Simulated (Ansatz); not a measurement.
Sn, DFT, PBEsol, PAW with Ansatz's default frozen-core files, scalar-relativistic (Ansatz 0.2.0), run on 1 thread of Arm Neoverse V1 on a shared host.

The cell comes from COD entry 1540069, which wasn't checked; take it as a given geometry. The listed cell was then made from it by scaling, straining or moving an atom.

Command: `ansatz run input.yaml --threads 1 --pin off --max-ram 3072MiB --backend cpu --events-out ev --progress --plain --runs-dir out`

```yaml
crystal:
  lattice:
    - [-1.6219490973, 1.6219490973, 2.9728341257]
    - [1.6219490973, -1.6219490973, 2.9728341257]
    - [1.6219490973, 1.6219490973, -2.9728341257]
  atoms:
    - { symbol: Sn, position: [0.0, 0.0, 0.0] }
kpoints:
  mp_grid: { grid: [18, 18, 18] }
scf:
  occupations: { method: fermi_dirac, width: 0.03 }
hamiltonian:
  xc: pbesol
  pseudopotentials: { kind: paw }
output:
  forces: true
  stress: true
  eigenvalues: true
  efg: { contact_densities: true }
  write_density: true
  write_potential: true
  elf: true
  volumetric_format: npy
```

How large is the problem that the program sets up?

480 irreducible k-points, 637 plane waves at Γ, 11 bands.

About how long does it take, and how much memory does it use?

15 s of wall time for 7 SCF iterations, with a peak of 0.46 GiB. Times on shared machines scatter by tens of per cent.

And the same cell and mesh by full-potential LAPW, asked for forces, stress, eigenvalues, on the same hardware?

36 s, peak memory 0.51 GiB.

And the same cell and mesh by crystal-made all-electron datasets, asked for forces, stress, eigenvalues, efg, on the same hardware?

39 s, peak memory 0.55 GiB.
